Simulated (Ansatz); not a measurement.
## Relaxing ScB

All numbers below come from Ansatz, DFT r2SCAN, scalar-relativistic, plane waves, PAW. Cutoff 500 eV, Γ-centred k mesh, Gaussian smearing, no spin polarisation in the final step.

The start puts ScB on the zinc blende structure type (F-43m, No. 216), with Sc in place of Zn, B in place of S, at a guessed volume.

```
Sc B
1.0
     0.00000    2.43284    2.43284
     2.43284    0.00000    2.43284
     2.43284    2.43284    0.00000
Sc B
1 1
Direct
  0.00000 0.00000 0.00000
  0.75000 0.75000 0.75000
```

Cell and atoms relax at zero pressure; the relaxation can't lower the symmetry of the start. After a coarse first stage the cell is made exact in the group found at 0.06 Å.

(1) Which crystal results?

(2) What are its volume, density and gap?

Results:

(1) It keeps F-43m (No. 216). The result has the zinc blende structure. Conventional cell: a = 5.391 Å. Sc is coordinated by 4 B at 2.33 Å; B has 4 Sc at 2.33 Å.

```
Sc B
1.0
     0.00000    2.69543    2.69543
     2.69543    0.00000    2.69543
     2.69543    2.69543    0.00000
Sc B
1 1
Direct
  0.00000 0.00000 0.00000
  0.75000 0.75000 0.75000
```

(2) The volume per atom is 19.58 Å³, the density is 2.36 g/cm³ and the gap on the 18×18×18 mesh is 0 eV (a metal).

The final run used a 18×18×18 mesh on its 2-atom cell and 0.10 eV smearing. A structure relaxed within its symmetry needn't be a true minimum.

Cost: 3 runs of about 1.3 core-minutes in all, on Arm Neoverse V1 (shared hosts).